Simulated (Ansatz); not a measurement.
**Sb (Fm-3m), clamped-ion strain scan**

Computed with DFT PBEsol, scalar-relativistic, plane waves, PAW in Ansatz 0.2.0. Cutoff 420 eV, Γ-centred 18×18×18 k-points, Gaussian smearing of 0.15 eV. No spin polarisation. Energies are free energies at this smearing, counted from the undisturbed cell; pressure is positive in compression.

Zero of the scan (as given, not relaxed at this level; it stands at -1.2 GPa; this fcc form isn't the usual structure):

```
Sb
1.0
     0.00000    2.37124    2.37124
     2.37124    0.00000    2.37124
     2.37124    2.37124    0.00000
Sb
1
Direct
  0.00000 0.00000 0.00000
```

The cell is strained by ε times the Voigt pattern (1, 0, 0, 0, 0, 0) (xx, yy, zz, yz, xz, xy; engineering shear) with fractional coordinates fixed. The cell is metallic on the mesh throughout.

| ε | ΔE (meV/atom) | stress summed along the pattern (GPa, tension positive) | pressure (GPa) |
| --- | --- | --- | --- |
| -0.1000 | 25.2 | -4.63 | 7.1 |
| -0.0750 | 10.1 | -2.71 | 4.6 |
| -0.0500 | 1.3 | -1.54 | 2.4 |
| -0.0250 | -2.2 | -0.15 | 0.5 |
| 0.0000 | 0.0 | 1.20 | -1.2 |
| 0.0250 | 7.5 | 2.38 | -2.6 |
| 0.0500 | 19.5 | 3.35 | -3.9 |
| 0.0750 | 35.1 | 4.15 | -4.9 |
| 0.0875 | 44.1 | 4.54 | -5.4 |
| 0.1000 | 54.0 | 4.93 | -5.8 |